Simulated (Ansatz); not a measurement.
ZnCu (CsCl type)

```
ZnCu
1.0
    5.81657     0.00000     0.00000
    0.00000     2.90828     0.00000
    0.00000     0.00000     2.90828
Zn Cu
2 2
Direct
  0.00000   0.00000   0.00000
  0.50000   0.00000   0.00000
  0.25000   0.50000   0.50000
  0.75000   0.50000   0.50000
```

In each cell atom 3 (Cu, nearest neighbour Zn at 2.519 Å; its periodic images, 2.9 Å or more away, move with it) moves by s·(0.577, 0.577, 0.577) (along Cartesian [111]), the rest being held.

All values below come from PBEsol (plane waves to 420 eV, PAW, scalar-relativistic; Ansatz, an electronic-structure program). k mesh 7×13×13 (Γ-centred), Fermi-Dirac smearing 0.05 eV. E stands for the smeared free energy. Left out: 2 of 11 points, with atoms too close for the PAW data. With partly filled bands, energies and forces of such displacements shift with the k mesh and the smearing. ZnCu is run without spin polarisation. ZnCu was relaxed with its symmetry unable to fall. ΔE is measured from the undisplaced structure. The last digit holds for this mesh only.

```
s (Å)   ΔE (meV/cell)
------  -------------
-0.608         1634.0
-0.456          744.0
-0.304          283.1
-0.152           64.4
0.000             0.0
0.152            64.4
0.304           283.1
0.456           744.0
0.608          1634.0
```

### Question
What force constant k = d²E/ds² at s = 0 does the table give?

### Answer
5.4 eV/Å². It is the second difference of the nearest points, corrected with the next pair.

### Question
With k = 5.36 eV/Å² from the forces, is the well harmonic out to s = 0.608 Å?

### Answer
½ks² = 992 meV/cell against the computed 1634 meV/cell, so the well is stiffer than harmonic there.

(A displaced cell: forces are minus the slopes of the energy, force constants its curvatures, and phonons follow from these.)
